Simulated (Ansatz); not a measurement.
Formation energy of zincblende-structured NbTe

Level of theory: DFT, PBEsol, scalar-relativistic, collinear spin; plane waves to 420 eV with PAW datasets (Ansatz 0.2.0), Γ-centred 8×8×8 mesh, 0.05 eV Gaussian smearing. The datasets are Ansatz's generated set soft_2.

The cell came from substitution into a structure type; whether the compound takes it is for experiment to say.

The structure is cubic, space group F-43m (No. 216). Conventional cell: a = 6.269 Å, b = 6.269 Å, c = 6.269 Å, α = 90.00°, β = 90.00°, γ = 90.00°. Around Nb (site symmetry -43m) lie 4 Te at 2.71 Å. Te (site symmetry -43m) has 4 Nb at 2.71 Å as nearest neighbours. (Shells end 15 % past the nearest neighbour.)

The elements were computed in their standard states with the same datasets, cutoff and functional. The compound's run is ferromagnetic, with site spin moments Nb 1.36 μB. Total energies depend on the potentials used, so only differences within one code and one set of settings carry meaning.

Energy of the relaxed cell (2 atoms, smearing extrapolated to zero): -11395.680 eV. Elements, in eV/atom: Nb -4495.453, Te -6901.513.

What is the formation energy?

[-11395.680 − (1 × -4495.453 + 1 × -6901.513)] / 2 = 0.64 eV/atom, or 62 kJ per mole of atoms.

The value is for 0 K, without zero-point energy. A positive value means that this structure is unstable even against the elements at this level.

These numbers lack spin–orbit coupling. Site moments are of spin, integrated over atomic spheres. Only parallel moments were tried, so the real magnetic order may be another.
